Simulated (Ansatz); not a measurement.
Polymorphs of TePd, each relaxed with PBEsol in the plane-wave PAW code Ansatz:

A: Cmcm
a = 3.791 Å, b = 10.399 Å, c = 4.040 Å, α = β = γ = 90.00°

| atom | site | symmetry | x | y | z |
|---|---|---|---|---|---|
| Te | 4c | m2m | 0.0000 | 0.3595 | 0.2500 |
| Pd | 4c | m2m | 0.0000 | 0.0974 | 0.2500 |

B: CsCl type (Pm-3m)
a = b = c = 3.392 Å, α = β = γ = 90.00°

```tsv
atom	site	symmetry	x	y	z
Pd	1a	m-3m	0.0000	0.0000	0.0000
Te	1b	m-3m	0.5000	0.5000	0.5000
```

**Question.** Order them by energy per atom at 0 K (lowest first) at the level PBEsol.

**Answer.** A (+0 meV/atom), B (+148 meV/atom)

Constructed cells (a structure type filled with these elements, in neither database checked): B. Typed or built starts, not in the databases checked: A. All cells were relaxed under the symmetry of their starts (and spin orders); stability against distortions was not tested throughout. Named crystals with no word on spin ran without spin polarisation. Spin–orbit coupling is left out wherever it is not named.

Energies hold the estimated change up to a 700 eV cutoff; steps of a few meV lie near the error of the meshes.

Potentials: the earlier of the program's two PAW sets. The files were generated under PBE; for other functionals the program regenerates the frozen cores, and for LDA and PBEsol the local potential too.
